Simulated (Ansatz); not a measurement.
CsPbCl₃ built on the cubic perovskite prototype, relaxed with r2SCAN in Ansatz: the symmetry is Pm-3m (No. 221, cubic); conventional cell a = 5.677 Å, 36.59 Å³ an atom. Around Cs lie 12 Cl at 4.01 Å; around Pb lie 6 Cl at 2.84 Å; around Cl lie 2 Pb at 2.84 Å and 4 Cs at 4.01 Å. The primitive cell holds 5 atoms in 182.97 Å³. (Simulation; spin polarisation is off.)

Computed values: HSE06 (4×4×4) gives a least gap of 2.79 eV, direct. r2SCAN's ε∞ is 3.53.

**What is the density?** The cell holds 1 Cs, 1 Pb, 3 Cl: M = 1×132.905 + 1×207.200 + 3×35.450 = 446.46 u in V = 182.97 Å³. ρ = 1.66054 × M/V = 1.66054 × 446.46/182.97 = 4.052 g/cm³, for the static r2SCAN lattice.

**At what wavelength does absorption set in by HSE06, excitons left aside?** λ = 1239.84 eV nm/E: 444 nm for the least gap. The direct edge lies in the visible range.

**What refractive index and reflectivity at normal incidence follow, below the gap and above the phonons?** n = √3.53 = 1.879; R = ((n − 1)/(n + 1))² = (0.879/2.879)² = 9.3 % a face.

Spin-orbit coupling is left out; in compounds of Pb, Bi, Tl or Hg it can lower a gap by up to about 1 eV, split its edges or invert the bands.

The meshes of the hybrids are coarse, so their gaps aren't converged to the digits shown.
